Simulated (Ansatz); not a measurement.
Starting cell, CdSe (zinc blende):

```xyz
4
Lattice="0.0000 6.1333 6.1333 3.0666 0.0000 3.0666 3.0666 3.0666 0.0000" Properties=species:S:1:pos:R:3 pbc="T T T"
Se     4.6000     4.6000     4.6000
Se     4.6000     7.6666     7.6666
Cd     0.0000     0.0000     0.0000
Cd     0.0000     3.0666     3.0666
```

In this cell atom 2 (Se, nearest neighbour Cd at 2.656 Å; its periodic images, 4.3 Å or more away, move with it) is moved by s along Cartesian x, unit vector (1.000, 0.000, 0.000); all other atoms and the cell stay fixed.

The numbers are results of r2SCAN (plane waves to 500 eV, PAW, scalar-relativistic; Ansatz, a first-principles code), not measurements. k mesh 4×8×8 (Γ-centred), Fermi-Dirac smearing 0.05 eV. The energy includes the smearing's −TS. CdSe was relaxed with its symmetry unable to fall. The zero of ΔE is the undisplaced structure.

```tsv
s (Å)	ΔE (meV/cell)
-0.270	200.9
-0.216	129.5
-0.162	withheld
-0.108	32.8
-0.054	8.2
0.000	0.0
0.054	8.3
0.108	33.1
0.162	74.5
0.216	132.2
0.270	205.9
```

**Question.** Fit a polynomial form (powers 2, 3, 4) to the given rows and predict ΔE at s = -0.162.

**Answer.** Least squares on the 10 given rows: ΔE = (2831)·s² + (128.6)·s³ + (-568.0)·s⁴, in meV/cell with s in Å; root-mean-square residual 0.04 meV/cell. At -0.162 the fit gives 73.4 meV/cell; the calculation gives 73.3 meV/cell, so the interpolation is off by 0.1 (+0.1 %). The quadratic term alone would give 74.3 meV/cell.

(A displaced cell: forces are minus the slopes of the energy, force constants its curvatures, and phonons follow from these.)
